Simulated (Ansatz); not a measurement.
Si:
```cif
data_Si4
_chemical_formula_sum 'Si4'
_space_group_name_H-M_alt 'P63/mmc'
_space_group_IT_number 194
_space_group_name_Hall '-P 6c 2c'
_cell_length_a 3.83230
_cell_length_b 3.83230
_cell_length_c 6.34087
_cell_angle_alpha 90.000
_cell_angle_beta 90.000
_cell_angle_gamma 120.000
loop_
_atom_site_label
_atom_site_type_symbol
_atom_site_symmetry_multiplicity
_atom_site_Wyckoff_symbol
_atom_site_fract_x
_atom_site_fract_y
_atom_site_fract_z
_atom_site_occupancy
Si1 Si 4 f 0.33333 0.66667 0.06306 1
```

Relaxed with r²SCAN.

Task: Give the optical modes at the zone centre with their infrared and Raman activity from DFPT, r²SCAN (plane waves, PAW; program Ansatz).

Result: Transverse frequencies, without the LO–TO term; a row sums one degenerate level.

| ω (cm⁻¹) | degeneracy | IR ((D/Å)²/amu) | Raman (Å⁴/amu) | activity | symmetry |
|---|---|---|---|---|---|
| 109 | 2 | 0.00 | 0 | silent | E2u |
| 385 | 1 | 0.00 | 0 | silent | B1g |
| 416 | 1 | 0.00 | 0 | silent | B2u |
| 494 | 2 | 0.00 | 360 | Raman | E2g |
| 513 | 2 | 0.00 | 260 | Raman | E1g |
| 514 | 1 | 0.00 | 1100 | Raman | A1g |

Space group P6_3/mmc. The first step of the workflow began from a Materials Project structure, measured or hypothetical; the Crystallography Open Database copy checked does not list it. It is not the phase usual at ambient conditions (space group No. 227). The r²SCAN relaxation kept the symmetry of its start; phonons on a q-mesh show no instability.

Potentials: the earlier of the program's two PAW sets.
